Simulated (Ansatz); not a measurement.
B6P in space group R-3m (No. 166; B on 18h, B on 18h, P on 6c), PBEsol (plane waves, PAW; program Ansatz). The conduction-band minimum lies at L, with 3 equivalent valleys. Second derivatives d²E/dk² of the lowest band at one valley (eV·Å²), along Cartesian directions:

| direction | d²E/dk² |
|---|---|
| [100] | 13.91 |
| [010] | 17.23 |
| [001] | 30.11 |
| [110] | 15.57 |
| [101] | 22.01 |
| [011] | 8.679 |

Task: Find the principal effective masses, the density-of-states mass and the conductivity mass.

Result: Off-diagonal terms follow from H_xy = H[110] − (H_xx + H_yy)/2, and m*/mₑ = 7.620 eV·Å² over each eigenvalue: 0.19, 0.55, 1.0. One valley's DOS mass (m₁m₂m₃)^(1/3) = 0.48, conductivity mass 3/(Σ 1/mᵢ) = 0.37 mₑ.

Task: What effective density of states Nc follows at 300 K for parabolic valleys?

Result: Nc = 2.509e19 × 3 × (0.48)^(3/2) ≈ 2.5e19 cm⁻³.

The workflow started from a Materials Project entry (that database holds measured and hypothetical structures alike); the Crystallography Open Database copy checked does not list it. Its standing as an ambient phase is unchecked. The cell was relaxed with PBEsol under the symmetry of its start; its stability against distortions is not shown here.

Potentials: the later of the program's two PAW sets.

Edges and masses are those of Kohn–Sham bands, whose gap is no quasiparticle gap.
